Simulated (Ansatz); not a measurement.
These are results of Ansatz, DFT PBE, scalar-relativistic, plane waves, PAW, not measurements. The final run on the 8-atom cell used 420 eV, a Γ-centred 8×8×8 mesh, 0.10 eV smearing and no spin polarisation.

Formation energies are uncorrected and count from the elements' standard states at the same level.

Problem. Find a candidate tetragonal metal that holds La and 2 more elements, with a formation energy near −0.47 eV/atom and a density near 8.04 g/cm³, in a cell of 8 atoms.

Solution. La2Hf3O3, space group I4/mmm (No. 139). Around La lie 1 O at 1.93 Å, 1 Hf at 2.52 Å and 4 Hf at 3.18 Å; Hf on a site of symmetry -4m2 is surrounded by 2 O at 2.22 Å and 4 La at 3.18 Å; Hf on a site of symmetry 4/mmm is surrounded by 2 La at 2.52 Å; O on a site of symmetry mmm has 2 Hf at 2.22 Å; 1 more site not described.

```cif
data_structure
_symmetry_space_group_name_H-M 'I4/mmm'
_symmetry_Int_Tables_number 139
_cell_length_a 6.3259
_cell_length_b 6.3259
_cell_length_c 8.8862
_cell_angle_alpha 90.000
_cell_angle_beta 90.000
_cell_angle_gamma 90.000
_cell_volume 355.60
loop_
_atom_site_label
_atom_site_type_symbol
_atom_site_symmetry_multiplicity
_atom_site_Wyckoff_symbol
_atom_site_fract_x
_atom_site_fract_y
_atom_site_fract_z
_atom_site_occupancy
La1 La 4 e 0.00000 0.00000 0.71697 1
Hf1 Hf 4 d 0.00000 0.50000 0.25000 1
Hf2 Hf 2 a 0.00000 0.00000 0.00000 1
O1 O 4 c 0.00000 0.50000 0.00000 1
O2 O 2 b 0.00000 0.00000 0.50000 1
```

The volume per atom is 22.22 Å³ and the density is 8.04 g/cm³. The formation energy is −0.47 eV/atom and the gap on the 8×8×8 mesh of the 8-atom cell is 0 eV (a metal).

The structure comes from a generated guess, relaxed at this level; another structure or a mixture of phases may lie lower. The answer needn't be unique; the calculation gave this one.

Spin–orbit coupling, which can matter for Hf, is left out. A structure relaxed within its symmetry needn't be a true minimum.
